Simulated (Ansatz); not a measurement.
Computed with DFT PBE, scalar-relativistic, plane waves, PAW (Ansatz). All cells share a 420 eV cutoff and Γ-centred k meshes spaced at most about 0.3 Å⁻¹ (about 0.25 or finer for metals, 2π included). No spin polarisation in the final relaxations.

These are static total energies at zero pressure. All come from trial cells, and lower structures may exist.

**Question.** Which of these relaxed structures of Be₂ZnSe₃ is the lowest in energy?
A. Space group P-4m2 (No. 115), tetragonal, a = 3.470 Å, c = 11.954 Å. Be is surrounded by 1 Se at 2.20 Å and 4 Se at 2.52 Å; around Zn lie 4 Se at 2.45 Å; Se on a site of symmetry 2mm has 1 Be at 2.20 Å and 4 Be at 2.52 Å; Se on a site of symmetry -4m2 has 4 Zn at 2.45 Å.
B. Space group P1 (No. 1), triclinic, a = 3.679 Å, b = 6.439 Å, c = 10.301 Å, α = 85.2°, β = 87.1°, γ = 82.4°. Be on its first site has 4 Se at 2.20–2.28 Å; Be on its second site has 4 Se at 2.23–2.34 Å; Zn on its first site is surrounded by 4 Se at 2.41–2.62 Å; Se on its first site is surrounded by 3 Be at 2.27–2.28 Å and 1 Zn at 2.49 Å; 8 more sites not described.
C. Space group P6_3/mmc (No. 194), hexagonal, a = 3.553 Å, c = 18.133 Å. Around Be lie 6 Se at 2.44–2.51 Å; Zn has 6 Se at 2.71 Å; around Se on a site of symmetry -3m lie 6 Be at 2.51 Å; Se on a site of symmetry 3m is surrounded by 3 Be at 2.44 Å and 3 Zn at 2.71 Å.
D. Space group Cmmm (No. 65), orthorhombic, a = 6.182 Å, b = 11.198 Å, c = 3.358 Å. Be has 4 Se at 2.33 Å, 2 Be at 3.09 Å and 2 Se at 3.20 Å; Zn is surrounded by 2 Se at 2.31 Å, 2 Zn at 3.36 Å and 4 Se at 3.52 Å; around Se on a site of symmetry m2m lie 1 Zn at 2.31 Å, 4 Be at 2.33 Å, 4 Se at 3.24–3.36 Å and 2 Se at 3.69 Å; Se on a site of symmetry mmm is surrounded by 4 Be at 3.20 Å, 2 Se at 3.36 Å, 4 Zn at 3.52 Å and 4 Se at 3.69 Å.

**Answer.** B. It has space group P1 (No. 1); the next, A, with space group P-4m2 (No. 115), lies 0.31 eV/atom higher. Counting Se atoms around Be and Zn (those within 1.25 times the shortest such distance or 1.15 times the sum of covalent radii; a plus sign parts nearer from farther groups), the lowest has Be 4, Zn 4 and the next has Be 1+4, Zn 4.

Weakly bound directions are ill-defined at this level, which has no dispersion term (P-4m2), and this can change margins and order among such cells. Cells relaxed within their symmetry can be saddle points. The P1 cell of Be2ZnSe3 came from shaking the Cmmm one. Some candidate types were left out of the draw beforehand, so a known form may be missing.
